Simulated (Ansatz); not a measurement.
Values for one crystal, relaxed and computed with DFT-PBE in the program Ansatz with PAW potentials; other levels are named.

| Item | Value |
|---|---|
| Volume per atom | 15.78 Å³ |
| Electronic character | metallic (no gap) |
| Density of states at the Fermi level | 0.61 states/eV per atom (mean over ±0.08 eV) |
| Pressure derivative B′ | 4.3 |
| Bulk modulus (Birch–Murnaghan fit) | 260 GPa |
| Gap with spin–orbit coupling | none (metallic) |

Question: Which compound is it?
(A) Cr, bcc (W type)
(B) Mo, bcc (W type)
(C) V, bcc (W type)
(D) Nb, bcc (W type)

Answer: B, Mo, bcc (W type)

Space group Im-3m (bcc (W type)). The cell was relaxed with PBE under the symmetry of its start. No spin polarisation was allowed. Spin–orbit coupling is left out wherever it is not named.

Potentials: the earlier of the program's two PAW sets.
